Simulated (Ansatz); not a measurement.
Input:

Pd:
Space group Pm-3m (No. 221); a = b = c = 2.588 Å, α = β = γ = 90.00°

```csv
atom,site,symmetry,x,y,z
Pd,1a,m-3m,0.0000,0.0000,0.0000
```

This is the r²SCAN-relaxed structure.

Problem. All from r²SCAN (plane waves, PAW; program Ansatz), unless another level is named. Estimate the bulk modulus (Birch–Murnaghan fit).

Solution. 1360 kbar.

Problem. And the elastic constants (relaxed ions, GPa)?

Solution. C11 = 336, C12 = 36.6, C44 = -14.9.

The cell is a constructed one: a structure type filled with these elements; neither database checked (COD, Materials Project) lists it. It is not the phase usual at ambient conditions (space group No. 225). Symmetry was held in the r²SCAN relaxation. At this level the phase is mechanically unstable. The run is not spin-polarised. As this level gives no gap, shear constants depend on the k-mesh and smearing (Fermi–Dirac, 0.1 eV here).

Potentials: the later of the program's two PAW sets.
